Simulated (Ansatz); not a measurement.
AlAs (zinc blende, F-43m), a = b = c = 5.728 Å, α = β = γ = 90.00°; the cell used has 2 atoms.

Relaxed with PBE.

Which orbitals make up the states near the band edges in PBE (plane waves, PAW; program Ansatz)?

Top 1 eV of the valence band: As 4p 78 %, Al 3p 19 %. Bottom 1 eV of the conduction band: Al 3p 49 %, As 4s 15 %, Al 3s 15 %, As 4p 10 %, outside the projected shells 11 %. Projections are on Löwdin-orthogonalised atomic valence shells; empty p or d shells of many metals are not among them.

Tabulate the density of states.

States/eV per cell of 2 atoms, in 0.25 eV bins, energy from the valence-band maximum.

```csv
E (eV),total,As 4p,Al 3p,Al 3s
-7.85,0.00,0.00,0.00,0.00
-7.60,0.00,0.00,0.00,0.00
-7.35,0.00,0.00,0.00,0.00
-7.10,0.00,0.00,0.00,0.00
-6.85,0.00,0.00,0.00,0.00
-6.60,0.00,0.00,0.00,0.00
-6.35,0.00,0.00,0.00,0.00
-6.10,0.00,0.00,0.00,0.00
-5.85,0.00,0.00,0.00,0.00
-5.60,0.00,0.00,0.00,0.00
-5.35,0.23,0.13,0.04,0.07
-5.10,2.42,1.31,0.18,0.88
-4.85,1.89,1.01,0.15,0.65
-4.60,0.83,0.45,0.08,0.24
-4.35,0.57,0.31,0.05,0.15
-4.10,0.43,0.23,0.04,0.11
-3.85,0.33,0.18,0.03,0.08
-3.60,0.26,0.15,0.02,0.06
-3.35,0.35,0.21,0.07,0.05
-3.10,1.29,0.79,0.41,0.06
-2.85,1.18,0.72,0.35,0.07
-2.60,1.14,0.70,0.33,0.07
-2.35,1.31,0.82,0.40,0.07
-2.10,1.74,1.11,0.53,0.06
-1.85,1.81,1.20,0.53,0.05
-1.60,1.74,1.19,0.48,0.04
-1.35,1.68,1.19,0.43,0.03
-1.10,1.66,1.22,0.39,0.02
-0.85,1.50,1.14,0.32,0.01
-0.60,0.88,0.69,0.16,0.01
-0.35,0.55,0.46,0.08,0.00
-0.10,0.19,0.16,0.02,0.00
0.15,0.00,0.00,0.00,0.00
0.40,0.00,0.00,0.00,0.00
0.65,0.00,0.00,0.00,0.00
0.90,0.00,0.00,0.00,0.00
1.15,0.00,0.00,0.00,0.00
1.40,0.00,0.00,0.00,0.00
1.65,0.06,0.00,0.04,0.00
1.90,0.20,0.01,0.12,0.01
2.15,0.39,0.03,0.20,0.05
2.40,0.70,0.09,0.30,0.14
2.65,1.15,0.18,0.43,0.26
2.90,1.72,0.29,0.63,0.40
3.15,1.99,0.37,0.72,0.46
3.40,1.46,0.32,0.49,0.33
3.65,1.11,0.28,0.34,0.22
3.90,0.78,0.19,0.23,0.16
4.15,0.84,0.17,0.32,0.16
4.40,1.85,0.32,0.94,0.17
4.65,2.11,0.38,1.08,0.17
4.90,1.44,0.27,0.73,0.11
5.15,1.30,0.25,0.67,0.09
5.40,1.58,0.30,0.78,0.07
5.65,1.64,0.31,0.70,0.10
5.90,1.38,0.27,0.59,0.10
6.15,1.35,0.28,0.57,0.11
6.40,1.21,0.25,0.49,0.10
```

The cell was relaxed with PBE under the symmetry of its start; phonons on a q-mesh show no instability. Spin–orbit coupling is left out wherever it is not named.

Potentials: the later of the program's two PAW sets.
